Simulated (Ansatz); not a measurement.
Relaxed candidate structures of KBr:

A. P6₃/mmc (No. 194), hP4, NiAs type; a = 4.5642 Å, b = 4.5642 Å, c = 8.0179 Å, α = 90.00°, β = 90.00°, γ = 120.00°; K 2a (0.000, 0.000, 0.000); Br 2c (0.333, 0.667, 0.250)

B. Pm-3m (No. 221), cP2, CsCl type; a = b = c = 3.976 Å, α = β = γ = 90.00°; Br 1b (0.500, 0.500, 0.500); K 1a (0.000, 0.000, 0.000)

C. Fm-3m (No. 225), cF8, rock salt type; a = b = c = 6.609 Å, α = β = γ = 90.00°; Br 4a (0.000, 0.000, 0.000); K 4b (0.500, 0.500, 0.500)

**Question.** Order them by energy per atom (lowest first) at the level r2SCAN (plane waves to 500 eV, PAW, scalar-relativistic; Ansatz, an electronic-structure program).

**Answer.** C (reference, the lowest of the structures calculated here), A (+0.026 eV/atom), B (+0.052 eV/atom)

**Question.** Give each candidate's band gap.

**Answer.** No candidate is metallic. A: 4.99 eV (no spin-orbit coupling); B: 4.77 eV (no spin-orbit coupling); C: 5.07 eV (no spin-orbit coupling).

 1 generated cell of layers, chains or molecules, poorly bound without dispersion, is left out. Each run could gain symmetry but not lose that of its start, so entries can be saddle points. From databases, or of a type measured for this composition: Fm-3m, cF8, rock salt type; the others are generated cells (placed on structure types, drawn at random, substituted or restacked) that were not matched to a known phase here. Energies are at zero temperature and pressure, without zero-point motion. The runs use different k-meshes, so differences are rounded accordingly. No spin polarisation in the result.
